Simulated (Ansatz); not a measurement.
A distorted cell of ZrO2 (tetragonal-ZrO2 type, space group P4_2/nmc):

```
CELL_PARAMETERS angstrom
      3.52371     0.00000     0.00000
      0.00000     3.52371     0.00000
      0.00000     0.00000     5.08942
ATOMIC_POSITIONS crystal
  Zr 0.00000 0.00000 0.00000
  Zr 0.50000 0.50000 0.50000
  O  0.00000 0.50000 0.21231
  O  0.00000 0.50000 0.71231
  O  0.50000 0.00000 0.28769
  O  0.50000 0.00000 0.78769
```

These are PBEsol (plane waves to 420 eV, PAW, scalar-relativistic; Ansatz, a program for electronic structure) values and carry that method's errors. k mesh 10×10×7 (Γ-centred), Fermi-Dirac smearing 0.05 eV. The energy includes the smearing's −TS. Compression counts positive. This is a high-temperature form of ZrO2. ZrO2 is run without spin polarisation. ZrO2 was relaxed with its symmetry unable to fall.

Task: What is the stress tensor (GPa)?

Result: 
```
   12.6      0.0      0.0
    0.0     12.6      0.0
    0.0      0.0      8.9
```
The pressure, a third of the trace, is 11.3 GPa.

Task: It is the relaxed cell scaled evenly to V/V₀ = 0.950, atoms relaxed where free. What is its energy relative to the relaxed cell?

Result: 18.7 meV/atom.

(A scan under strain: stresses follow from slopes of the energy per volume, elastic moduli from its curvatures.)
